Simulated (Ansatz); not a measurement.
The calculation used DFT PBE, scalar-relativistic, plane waves, PAW (Ansatz 0.2.0). All cells share a 420 eV cutoff and Γ-centred k meshes spaced at most about 0.3 Å⁻¹ (about 0.25 or finer for metals, 2π included). No spin polarisation in the final relaxations.

All energies are static (0 K, no zero-point motion).

Two relaxed structures of Al5H:

1.

```cif
data_structure
_symmetry_space_group_name_H-M 'P6/mmm'
_symmetry_Int_Tables_number 191
_cell_length_a 5.2190
_cell_length_b 5.2190
_cell_length_c 4.6897
_cell_angle_alpha 90.000
_cell_angle_beta 90.000
_cell_angle_gamma 120.000
_cell_volume 110.62
loop_
_atom_site_label
_atom_site_type_symbol
_atom_site_symmetry_multiplicity
_atom_site_Wyckoff_symbol
_atom_site_fract_x
_atom_site_fract_y
_atom_site_fract_z
_atom_site_occupancy
Al1 Al 3 g 0.00000 0.50000 0.50000 1
Al2 Al 2 c 0.33333 0.66667 0.00000 1
H1 H 1 a 0.00000 0.00000 0.00000 1
```

2.

```cif
data_structure
_symmetry_space_group_name_H-M 'P-62m'
_symmetry_Int_Tables_number 189
_cell_length_a 4.8139
_cell_length_b 4.8139
_cell_length_c 4.5751
_cell_angle_alpha 90.000
_cell_angle_beta 90.000
_cell_angle_gamma 120.000
_cell_volume 91.82
loop_
_atom_site_label
_atom_site_type_symbol
_atom_site_symmetry_multiplicity
_atom_site_Wyckoff_symbol
_atom_site_fract_x
_atom_site_fract_y
_atom_site_fract_z
_atom_site_occupancy
Al1 Al 2 d 0.66667 0.33333 0.50000 1
Al2 Al 3 f 0.32724 0.00000 0.00000 1
H1 H 1 b 0.00000 0.00000 0.50000 1
```

**Question.** Which would you expect to be lower, and how large is the difference?

**Answer.** Cell 2 is lower, by 269 meV/atom. Cell 1 has the CaCu5 type, space group P6/mmm (No. 191), 18.4 Å³/atom and no gap on its mesh; cell 2 has Al and H ordered on hcp sites, space group P-62m (No. 189), 15.3 Å³/atom and no gap. Counting Al atoms around H (those within 1.25 times the shortest such distance or 1.15 times the sum of covalent radii, 1.27 where that leaves under three; a plus sign parts nearer from farther groups; the shortest distance is added where it exceeds 1.18 times the sum of covalent radii), cell 1 has H 6+12 from 3.0 Å and cell 2 has H 12 from 2.8 Å. The denser one is the lower, and pressure would at first widen the difference. Even the lower one lies +0.28 eV/atom against the reference forms of the elements (uncorrected), so neither is stable at this level. In cell 1, Al on a site of symmetry mmm is surrounded by 4 Al at 2.61 Å and 4 Al at 2.79 Å; Al on a site of symmetry -6m2 has 6 Al at 2.79 Å, 3 H at 3.01 Å and 3 Al at 3.01 Å; H is surrounded by 6 Al at 3.01 Å (long against covalent radii, as for large ions). In cell 2, Al on a site of symmetry -6 is surrounded by 3 H at 2.78 Å and 9 Al at 2.78–2.80 Å; Al on a site of symmetry m2m has 10 Al at 2.73–2.81 Å and 2 H at 2.78 Å; H is surrounded by 12 Al at 2.78 Å (long against covalent radii, as for large ions). Both come from invented guesses. A third cell relaxed alike, in P-6m2, lies 114 meV/atom below the lower of the two.

H stands nearly free of neighbours here, and without spin polarisation the energy of such atoms comes out too high. With hydrogen, zero-point motion can shift such differences by 10 meV/atom or more. Cells relaxed within their symmetry can be saddle points.
